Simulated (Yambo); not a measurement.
G0W0@LDA for SrAgO₂ (space group C2/m, No. 12) in Yambo. Reference settings: 2×2×4 Γ-centred k mesh, bands 9 to 197 and a 7 Ry block in the screening, 197 bands in G with the Bruneval-Gonze terminator, plasmon pole fitted at 27.2 eV. The LDA gap (-0.5, -0.5, 0) → (0, -0.5, -0.5) on this mesh is 0.89 eV; G0W0 gaps are taken between the same points.

With and without the terminator, as bands are cut:

| bands in G (in W) | gap, terminator (eV) | gap, none (eV) | valence shift, terminator (eV) | valence shift, none (eV) |
|---|---|---|---|---|
| 64 (64) | 1.842 | 1.841 | -0.085 | 0.273 |
| 87 (87) | 1.808 | 1.815 | -0.126 | 0.229 |
| 119 (119) | 1.791 | 1.794 | -0.185 | 0.141 |
| 158 (158) | 1.772 | 1.768 | -0.234 | 0.052 |
| 197 (197) | 1.767 | 1.776 | -0.265 | -0.025 |

Over this range the gap spans 0.075 eV with the terminator and 0.073 eV without, the valence shift 0.180 eV and 0.298 eV. Neither column has reached its limit for certain. In the run with 197 bands and a 7 Ry block, which covers more k points, the smallest G0W0 gap is 1.69 eV, (0, -0.5, -0.5) → (0, -0.5, -0.5).

Spin-orbit coupling is not included.

Geometry of the Materials Project entry, not relaxed at this level; primitive cell a = 5.982 Å, b = 5.982 Å, c = 3.589 Å, α = 90.44°, β = 90.44°, γ = 105.64°.

The structure is a Materials Project entry; no match was found in the copy of COD used, and its stability was not checked.

A shift is the quasiparticle energy of the state minus its LDA energy.
